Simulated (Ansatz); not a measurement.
**Ir: from a starting cell to a relaxed one**

The start is a generated cell, Ir placed in the AFLOW prototype A_hP1_191_a (A_f, as in Sn). A full variable-cell relaxation at zero pressure is run with r2SCAN (plane waves to 500 eV, PAW, scalar-relativistic; Ansatz, an electronic-structure program). The first steps use a coarse 14×14×13 k-mesh.

Initial structure:
```
Ir
1.0
    2.59889     0.00000     0.00000
   -1.29944     2.25070     0.00000
    0.00000     0.00000     2.42007
Ir
1
Direct
  0.00000   0.00000   0.00000
```

```yaml
initial_pressure: "+37.1 GPa (positive: the cell is compressed)"
outcome: The space group stays P6/mmm (No. 191) (the run could not lower it); the end is AFLOW prototype A_hP1_191_a (A_f, as in Sn), with 1 atom in the primitive cell
energy_released: 0.19 eV/atom
Shortest distances (start → end): "The closest pairs of elements (up to four, under 3.6 Å), start → end: Ir–Ir 2.42 → 2.58 Å"
band_gap_at_the_end: no gap (metallic)
optimiser_moves: 9
```

Final values are on a 20×20×18 k-mesh of the relaxed cell. No spin polarisation in the result.

The run could not lose the symmetry of its start: the end is stationary, and may be a saddle point rather than a minimum.

The relaxed structure here is a generated cell of Ir: the first start was made by placing the elements on the sites of a structure type, and the end was not matched to a known phase here, so it may be hypothetical. Known forms of Ir include space group No. 225.
